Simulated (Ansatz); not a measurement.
TiN (rock salt), energy against volume

TiN (rock salt)

```yaml
crystal:
  lattice:
    - [0.00000, 2.11666, 2.11666]
    - [2.11666, 0.00000, 2.11666]
    - [2.11666, 2.11666, 0.00000]
  atoms:
    - { symbol: N, position: [0.00000, 0.00000, 0.00000] }
    - { symbol: Ti, position: [0.50000, 0.50000, 0.50000] }
```

E(V) scan at fixed shape, V₀ the volume above. Symmetry pins the atoms to their sites.

The numbers are results of r2SCAN (plane waves to 500 eV, PAW, scalar-relativistic; Ansatz, a program for electronic structure), not measurements. k mesh 19×19×19 (Γ-centred), Fermi-Dirac smearing 0.05 eV. The energy includes the smearing's −TS. Stress and pressure are positive under compression. The PAW data are Ansatz's earlier set. TiN is run without spin polarisation. TiN was relaxed with its symmetry unable to fall. ΔE is measured from the relaxed starting cell.

| V (Å³/cell) | ΔE (meV/atom) | P (GPa) |
|---|---|---|
| 15.93 | 302 | 74.1 |
| 16.44 | 199 | 57.0 |
| 16.94 | 121 | 42.2 |
| 17.45 | 65 | 29.3 |
| 17.95 | 27 | 18.2 |
| 18.46 | 7 | 8.5 |
| 18.97 | 0 | 0.0 |
| 19.47 | 6 | -7.4 |
| 19.98 | 23 | -13.8 |
| 20.48 | 49 | -19.3 |
| 20.99 | 83 | -24.2 |
| 21.50 | 125 | -28.4 |
| 22.00 | 173 | -32.0 |

Read from the data:

```
Quantity                                                 Result
-------------------------------------------------  ------------
Pressure at the smallest volume                        74.1 GPa
Energy cost of the largest compression             302 meV/atom
Energy cost of the largest expansion               173 meV/atom
Bulk modulus B₀ (third-order Birch-Murnaghan fit)       295 GPa
Pressure derivative B₀′ (fit)                               4.2
Equilibrium volume of the fit                      9.48 Å³/atom
Pressure for 5 % compression (fit)                     16.8 GPa
```

(Under strain, the slope of the energy per volume gives the stress and its curvature an elastic modulus.)
